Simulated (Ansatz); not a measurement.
Clean, relaxed (110) surface of C, space group Fd-3m (No. 227) (top face towards +c; held atoms: 1, 2, 3, 4, 5, 6, 7, 8, 9, 10, 11, 12, 13, 14, 15, 16, 17, 18, 19, 20, 21, 22, 23, 24):

```
C
1.0
     5.03020    0.00000    0.00000
     0.00000    7.11378    0.00000
     0.00000    0.00000   22.28775
C
48
Direct
  0.25000 0.50000 0.35894
  0.25000 0.00000 0.35894
  0.75000 0.50000 0.35894
  0.75000 0.00000 0.35894
  0.50000 0.62500 0.35894
  0.50000 0.12500 0.35894
  0.00000 0.62500 0.35894
  0.00000 0.12500 0.35894
  0.50000 0.75000 0.41536
  0.50000 0.25000 0.41536
  0.00000 0.75000 0.41536
  0.00000 0.25000 0.41536
  0.75000 0.87500 0.41536
  0.75000 0.37500 0.41536
  0.25000 0.87500 0.41536
  0.25000 0.37500 0.41536
  0.75000 0.00000 0.47179
  0.75000 0.50000 0.47179
  0.25000 0.00000 0.47179
  0.25000 0.50000 0.47179
  0.00000 0.12500 0.47179
  0.00000 0.62500 0.47179
  0.50000 0.12500 0.47179
  0.50000 0.62500 0.47179
  0.00000 0.25056 0.52792
  0.00000 0.75056 0.52792
  0.50000 0.25056 0.52792
  0.50000 0.75056 0.52792
  0.25000 0.37444 0.52792
  0.25000 0.87444 0.52792
  0.75000 0.37444 0.52792
  0.75000 0.87444 0.52792
  0.25000 0.50462 0.58610
  0.25000 0.00462 0.58610
  0.75000 0.50462 0.58610
  0.75000 0.00462 0.58610
  0.50000 0.62038 0.58610
  0.50000 0.12038 0.58610
  0.00000 0.62038 0.58610
  0.00000 0.12038 0.58610
  0.50000 0.76467 0.63388
  0.50000 0.26467 0.63388
  0.00000 0.76467 0.63388
  0.00000 0.26467 0.63388
  0.75000 0.86033 0.63388
  0.75000 0.36033 0.63388
  0.25000 0.86033 0.63388
  0.25000 0.36033 0.63388
```

Level of theory: DFT PBE+D3(BJ), scalar-relativistic, plane waves, PAW (Ansatz). Plane waves to 420 eV, a k mesh through Γ of 3×2×1 on the computed 50-atom cell and Gaussian smearing (0.05 eV); no spin polarisation. A dipole correction removes the field between periodic images along c.

N2 is put on the top face, one molecule per 35.8 Å², and relaxed from 3 starts; the cell is lengthened along c to keep the vacuum. E_ads is per molecule, from the clean relaxed slab and the free relaxed molecule; negative means bound; no zero-point or thermal terms, forces under 0.04 eV/Å, and the free molecule is spin-polarised where open-shell. Heights count from the highest slab atom. Δp counts per cell along +c.

| start | E_ads (eV) | molecule | lowest atom's height (Å) | shortest contact | Δφ top (eV) | Δp (e·Å) |
| --- | --- | --- | --- | --- | --- | --- |
| flat, lowest atom N over a bridge C-C site | -0.12 | whole | 3.03 | N–C 3.34 Å | -0.01 | +0.002 |
| upright, lowest atom N over a bridge C-C site | -0.10 | whole | 2.91 | N–C 3.31 Å | 0.00 | 0.000 |
| random tilt, lowest atom N over a hollow C-C-C site | -0.12 | whole | 3.11 | N–C 3.35 Å | -0.01 | +0.002 |

Each end is the local minimum that its start leads to. This ideal cut of an insulator has dangling bonds and is metallic here; real surfaces reconstruct or are passivated, and bind more weakly.